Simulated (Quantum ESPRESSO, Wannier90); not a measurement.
## Hf2Cu (I4/mmm), plane waves to Wannier functions

Structure: Materials Project mp-30581, symmetrised, not relaxed again. COD (Crystallography Open Database) has an entry of this formula and space group (matched by these alone). Computed values, not measurements, from PBEsol: Quantum ESPRESSO (norm-conserving PseudoDojo potentials, cutoff 74 Ry, no spin polarisation, no spin-orbit coupling) on a Γ-centred 4×4×4 mesh, then Wannier90. Density: 14×14×14 mesh, cold smearing 0.01 Ry. Spin-orbit coupling is left out although heavy elements are present.

On the energy scale of pw.x, whose zero is arbitrary, the Fermi level lies at 15.43 eV.

Input w.win:

```
num_bands = 41
num_wann = 27
exclude_bands = 1-12
num_iter = 1000
conv_tol = 1.0e-6
conv_window = 4
dis_num_iter = 1000
dis_conv_tol = 1.0e-6
dis_froz_max = 16.93
dis_mix_ratio = 1.0
write_hr = true
write_u_matrices = true
begin projections
f=0.33856,0.33874,-0.32119: s;p;d
f=-0.33277,-0.34181,0.30792: s;p;d
f=-0.00160,0.01324,-0.00318: s;p;d
end projections
begin unit_cell_cart
ang
    0.0000000000   -3.1528300000    0.0000000000
    3.1528300000    0.0000000000    0.0000000000
   -1.5764150000    1.5764150000    5.5595100000
end unit_cell_cart
begin atoms_frac
Hf   0.3438900000  0.3438900000 -0.3122200000
Hf  -0.3438900000 -0.3438900000  0.3122200000
Cu   0.0000000000  0.0000000000  0.0000000000
end atoms_frac
mp_grid = 4 4 4
begin kpoints
0.0000000000 0.0000000000 0.0000000000
0.0000000000 0.0000000000 0.2500000000
0.0000000000 0.0000000000 0.5000000000
... (61 more lines: the 4x4x4 mesh through Gamma)
end kpoints
```

Input of pw2wannier90.x that gives the overlap and projection files (equivalent; here they were cut from one run over all bands):

```
&inputpp
  outdir = './out'
  prefix = 'pwscf'
  seedname = 'w'
  write_amn = .true.
  write_mmn = .true.
/
```

Output w.wout (banner and timings cut):

```
                                    ------
                                    SYSTEM
                                    ------

                              Lattice Vectors (Ang)
                    a_1     0.000000  -3.152830   0.000000
                    a_2     3.152830   0.000000   0.000000
                    a_3    -1.576415   1.576415   5.559510

                   Unit Cell Volume:      55.26340  (Ang^3)

                        Reciprocal-Space Vectors (Ang^-1)
                    b_1     0.000000  -1.992872   0.565084
                    b_2     1.992872   0.000000   0.565084
                    b_3    -0.000000   0.000000   1.130169

 *----------------------------------------------------------------------------*
 |   Site       Fractional Coordinate          Cartesian Coordinate (Ang)     |
 +----------------------------------------------------------------------------+
 | hf   1   0.34389   0.34389  -0.31222   |    1.57641  -1.57641  -1.73579    |
 | hf   2  -0.34389  -0.34389   0.31222   |   -1.57641   1.57641   1.73579    |
 | cu   1   0.00000   0.00000   0.00000   |    0.00000   0.00000   0.00000    |
 *----------------------------------------------------------------------------*
                                ------------
                                K-POINT GRID
                                ------------

             Grid size =  4 x  4 x  4      Total points =   64

 *---------------------------------- MAIN ------------------------------------*
 |  Number of Wannier Functions               :                27             |
 |  Number of Objective Wannier Functions     :                27             |
 |  Number of input Bloch states              :                41             |
 |  Output verbosity (1=low, 5=high)          :                 1             |
 |  Timing Level (1=low, 5=high)              :                 1             |
 |  Optimisation (0=memory, 3=speed)          :                 3             |
 |  Length Unit                               :               Ang             |
 |  Post-processing setup (write *.nnkp)      :                 F             |
 |  Using Gamma-only branch of algorithms     :                 F             |
 *----------------------------------------------------------------------------*
 *------------------------------- WANNIERISE ---------------------------------*
 |  Total number of iterations                :              1000             |
 |  Number of CG steps before reset           :                 5             |
 |  Trial step length for line search         :             2.000             |
 |  Convergence tolerence                     :         0.100E-05             |
 |  Convergence window                        :                 4             |
 |  Iterations between writing output         :                 1             |
 |  Iterations between backing up to disk     :               100             |
 |  Write r^2_nm to file                      :                 F             |
 |  Write xyz WF centres to file              :                 F             |
 |  Write on-site energies <0n|H|0n> to file  :                 F             |
 |  Use guiding centre to control phases      :                 F             |
 |  Use phases for initial projections        :                 F             |
 *----------------------------------------------------------------------------*
 *------------------------------- DISENTANGLE --------------------------------*
 |  Using band disentanglement                :                 T             |
 |  Total number of iterations                :              1000             |
 |  Mixing ratio                              :             1.000             |
 |  Convergence tolerence                     :         1.000E-06             |
 |  Convergence window                        :                 3             |
 *----------------------------------------------------------------------------*
 *-------------------------------- PLOTTING ----------------------------------*
 |  Plotting Hamiltonian in WF basis          :                 T             |
 *----------------------------------------------------------------------------*

       ... (k-mesh section left out)

 Starting a new Wannier90 calculation ...

 Reading overlaps from w.mmn

 Reading projections from w.amn

 *------------------------------- DISENTANGLE --------------------------------*
 +----------------------------------------------------------------------------+
 |                              Energy  Windows                               |
 |                              ---------------                               |
 |                   Outer:    7.40741  to   45.95256  (eV)                   |
 |                   Inner:    7.40741  to   16.93000  (eV)                   |
 +----------------------------------------------------------------------------+
   Number of target bands to extract:   27

                   Unitarised projection of Wannier functions
                   ------------------------------------------
   A_mn = <psi_m|g_n> --> S = A.A^+ --> U = S^-1/2.A
   In dis_project... done
   Using an inner window (linner = T)
   In dis_proj_froz... done

                   Extraction of optimally-connected subspace
                   ------------------------------------------
 +---------------------------------------------------------------------+<-- DIS
 |  Iter     Omega_I(i-1)      Omega_I(i)      Delta (frac.)           |<-- DIS
 +---------------------------------------------------------------------+<-- DIS
       1      30.97252644      29.27131623       5.812E-02    <-- DIS
       2      29.00012498      28.41489896       2.060E-02    <-- DIS
       3      28.29460617      28.01200826       1.009E-02    <-- DIS
       4      27.94973679      27.79738245       5.481E-03    <-- DIS
       5      27.76249375      27.67503753       3.160E-03    <-- DIS
       6      27.65443857      27.60195379       1.901E-03    <-- DIS
       ... (lines left out)
     101      27.44669204      27.44641586       1.006E-05    <-- DIS
       ... (lines left out)
     201      27.37523722      27.37492024       1.158E-05    <-- DIS
       ... (lines left out)
     287      27.36232189      27.36229482       9.891E-07    <-- DIS
     288      27.36228591      27.36225930       9.722E-07    <-- DIS
     289      27.36225054      27.36222437       9.561E-07    <-- DIS

             <<<      Delta < 1.000E-06  over  3 iterations     >>>
             <<< Disentanglement convergence criteria satisfied >>>

        Final Omega_I    27.36222437 (Ang^2)

 +----------------------------------------------------------------------------+

 Writing checkpoint file w.chk... done

 *------------------------------- WANNIERISE ---------------------------------*
 +--------------------------------------------------------------------+<-- CONV
 | Iter  Delta Spread     RMS Gradient      Spread (Ang^2)            |<-- CONV
 +--------------------------------------------------------------------+<-- CONV

 ------------------------------------------------------------------------------
 Initial State
  WF centre and spread    1  (  1.572553, -1.579382, -1.659061 )     2.68075761
  WF centre and spread    2  (  1.600356, -1.566403, -1.702356 )     3.40120820
  WF centre and spread    3  (  1.631549, -1.579088, -1.733648 )     3.22970977
  WF centre and spread    4  (  1.559777, -1.537341, -1.775597 )     3.15398350
  WF centre and spread    5  (  1.575288, -1.577664, -1.733183 )     1.37766514
  WF centre and spread    6  (  1.601521, -1.577728, -1.716506 )     1.24402384
  WF centre and spread    7  (  1.573279, -1.567525, -1.714787 )     1.22666954
  WF centre and spread    8  (  1.575252, -1.578589, -1.750261 )     1.23713687
  WF centre and spread    9  (  1.599971, -1.567277, -1.741249 )     1.22887720
  WF centre and spread   10  ( -1.600097,  1.629059,  1.764407 )     2.67585260
  WF centre and spread   11  ( -1.539471,  1.560075,  1.553051 )     3.38268877
  WF centre and spread   12  ( -1.486990,  1.551448,  1.701151 )     3.21539156
  WF centre and spread   13  ( -1.582663,  1.513380,  1.747545 )     3.14674209
  WF centre and spread   14  ( -1.578434,  1.579148,  1.783054 )     1.36730409
  WF centre and spread   15  ( -1.565327,  1.569674,  1.744435 )     1.23883417
  WF centre and spread   16  ( -1.580048,  1.602690,  1.743014 )     1.22705207
  WF centre and spread   17  ( -1.579618,  1.590627,  1.746256 )     1.24381005
  WF centre and spread   18  ( -1.558344,  1.606875,  1.734682 )     1.22675985
  WF centre and spread   19  (  0.019817,  0.004100, -0.002618 )     1.78981434
  WF centre and spread   20  (  0.024477,  0.007779,  0.002772 )     2.03986831
  WF centre and spread   21  ( -0.431025,  0.034414, -0.004494 )     2.20582665
  WF centre and spread   22  (  0.125356, -0.181385, -0.007220 )     2.09999788
  WF centre and spread   23  ( -0.004192, -0.001557,  0.007825 )     0.53842851
  WF centre and spread   24  ( -0.011566, -0.002066,  0.003416 )     0.64826916
  WF centre and spread   25  (  0.006629,  0.000117,  0.003399 )     0.63103492
  WF centre and spread   26  ( -0.035255, -0.008178, -0.001180 )     0.59758122
  WF centre and spread   27  ( -0.010369, -0.000154, -0.005135 )     0.66718570
  Sum of centres and spreads ( -0.097570, -0.074954, -0.012287 )    48.72247359

      0     0.487E+02     0.0000000000       48.7224735906  <-- CONV
        O_D=      0.1985711 O_OD=     21.1616782 O_TOT=     48.7224736 <-- SPRD
 ------------------------------------------------------------------------------
      1    -0.301E+01     1.2610839416       45.7085157107  <-- CONV
        O_D=      0.1084829 O_OD=     18.2378085 O_TOT=     45.7085157 <-- SPRD
      2    -0.105E+01     1.3365958023       44.6556888216  <-- CONV
        O_D=      0.0580075 O_OD=     17.2354570 O_TOT=     44.6556888 <-- SPRD
      3    -0.420E+00     0.7405540605       44.2360294881  <-- CONV
        O_D=      0.0556245 O_OD=     16.8181806 O_TOT=     44.2360295 <-- SPRD
      4    -0.198E+00     0.4678934689       44.0378316253  <-- CONV
        O_D=      0.0516576 O_OD=     16.6239497 O_TOT=     44.0378316 <-- SPRD
      5    -0.296E+00     0.4454350408       43.7416641912  <-- CONV
        O_D=      0.0746703 O_OD=     16.3047695 O_TOT=     43.7416642 <-- SPRD
       ... (lines left out)
    100    -0.816E-03     0.0253823162       34.5189519252  <-- CONV
        O_D=      0.0281361 O_OD=      7.1285915 O_TOT=     34.5189519 <-- SPRD
       ... (lines left out)
    200    -0.145E-03     0.0118561048       34.4935647026  <-- CONV
        O_D=      0.0281826 O_OD=      7.1031577 O_TOT=     34.4935647 <-- SPRD
       ... (lines left out)
    300    -0.263E-04     0.0042236939       34.4876186434  <-- CONV
        O_D=      0.0281440 O_OD=      7.0972502 O_TOT=     34.4876186 <-- SPRD
       ... (lines left out)
    400    -0.645E-05     0.0022321336       34.4862986311  <-- CONV
        O_D=      0.0281224 O_OD=      7.0959519 O_TOT=     34.4862986 <-- SPRD
       ... (lines left out)
    500    -0.275E-05     0.0016128851       34.4859423925  <-- CONV
        O_D=      0.0281082 O_OD=      7.0956098 O_TOT=     34.4859424 <-- SPRD
       ... (lines left out)
    600    -0.118E-05     0.0008905834       34.4857867707  <-- CONV
        O_D=      0.0280968 O_OD=      7.0954656 O_TOT=     34.4857868 <-- SPRD
       ... (lines left out)
    647    -0.703E-06     0.0007983512       34.4857363553  <-- CONV
        O_D=      0.0280927 O_OD=      7.0954193 O_TOT=     34.4857364 <-- SPRD
    648    -0.969E-06     0.0008024354       34.4857353865  <-- CONV
        O_D=      0.0280927 O_OD=      7.0954183 O_TOT=     34.4857354 <-- SPRD
    649    -0.955E-06     0.0015586362       34.4857344312  <-- CONV
        O_D=      0.0280925 O_OD=      7.0954175 O_TOT=     34.4857344 <-- SPRD
             <<<     Delta < 1.000E-06  over  4 iterations     >>>
             <<< Wannierisation convergence criteria satisfied >>>
 Final State
  WF centre and spread    1  (  1.578617, -1.584231, -0.734911 )     1.55131817
  WF centre and spread    2  (  1.625778, -1.550278, -2.579981 )     1.61387293
  WF centre and spread    3  (  2.491040, -1.584450, -1.633789 )     1.66767317
  WF centre and spread    4  (  1.514586, -0.681088, -1.750331 )     1.68083692
  WF centre and spread    5  (  1.541472, -2.437848, -1.896391 )     1.68061562
  WF centre and spread    6  (  1.591062, -1.577069, -1.707517 )     1.20248220
  WF centre and spread    7  (  1.570672, -1.571594, -1.675708 )     1.20541737
  WF centre and spread    8  (  0.729758, -1.609864, -1.927891 )     1.66637852
  WF centre and spread    9  (  1.654906, -1.542753, -1.731404 )     1.22590006
  WF centre and spread   10  ( -1.634016,  2.476855,  1.759410 )     1.68081843
  WF centre and spread   11  ( -1.577236,  1.569406,  0.734740 )     1.55173841
  WF centre and spread   12  ( -0.664208,  1.566469,  1.626419 )     1.66597134
  WF centre and spread   13  ( -1.609631,  0.719842,  1.891464 )     1.68122767
  WF centre and spread   14  ( -1.521648,  1.597032,  2.575479 )     1.61563125
  WF centre and spread   15  ( -1.563471,  1.575563,  1.706896 )     1.20300458
  WF centre and spread   16  ( -1.581747,  1.583728,  1.672344 )     1.20754795
  WF centre and spread   17  ( -2.426817,  1.542034,  1.933987 )     1.66406256
  WF centre and spread   18  ( -1.502461,  1.611621,  1.732053 )     1.22242935
  WF centre and spread   19  (  0.341796,  0.577330, -0.019798 )     1.13162845
  WF centre and spread   20  (  0.071603,  0.052775,  0.633555 )     1.13515186
  WF centre and spread   21  ( -1.004457,  0.031953, -0.003609 )     1.24260918
  WF centre and spread   22  (  0.172498, -0.853270, -0.008664 )     1.22804305
  WF centre and spread   23  (  0.060653,  0.041675, -0.602603 )     1.10447279
  WF centre and spread   24  ( -0.028789,  0.000366,  0.003442 )     0.40626103
  WF centre and spread   25  (  0.000899, -0.020173,  0.006822 )     0.40210608
  WF centre and spread   26  (  0.082723, -0.002069, -0.002095 )     0.44071790
  WF centre and spread   27  ( -0.048386,  0.006166, -0.002830 )     0.40781759
  Sum of centres and spreads ( -0.134805, -0.061871, -0.000910 )    34.48573443

         Spreads (Ang^2)       Omega I      =    27.362224373
        ================       Omega D      =     0.028092523
                               Omega OD     =     7.095417535
    Final Spread (Ang^2)       Omega Total  =    34.485734431
```
